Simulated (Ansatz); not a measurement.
Zn3GaNO3 in space group P3m1 (No. 156; Pearson symbol hP8) at seven volumes, the program Ansatz at the PBE level (PAW), shape and atoms relaxed at each. One row is withheld.

```
V (Å³/atom)  P (GPa)
-----------  -------
11.304         14.50
11.676          8.90
12.049             ?
12.422          0.00
12.794         -3.44
13.167         -6.30
13.539         -8.56
```

Task: Fit the shown pressures and predict the withheld one.

Result: P = (3/2)B₀(x^(7/2) − x^(5/2))[1 + (3/4)(B′ − 4)(x − 1)] with x = (V₀/V)^(2/3). Least squares on the six rows gives V₀ = 12.421 Å³/atom, B₀ = 123 GPa, B′ = 4.81. At V = 12.049, x = 1.0205 and P = 4.02 GPa. The run itself gave 4.08 GPa.

The start of the workflow was typed in or built on a structure type; neither database checked (COD, Materials Project) lists it. Its standing as an ambient phase is unchecked. The PBE relaxation kept the symmetry of its start; its stability against distortions is not shown here.

Potentials: the earlier of the program's two PAW sets.
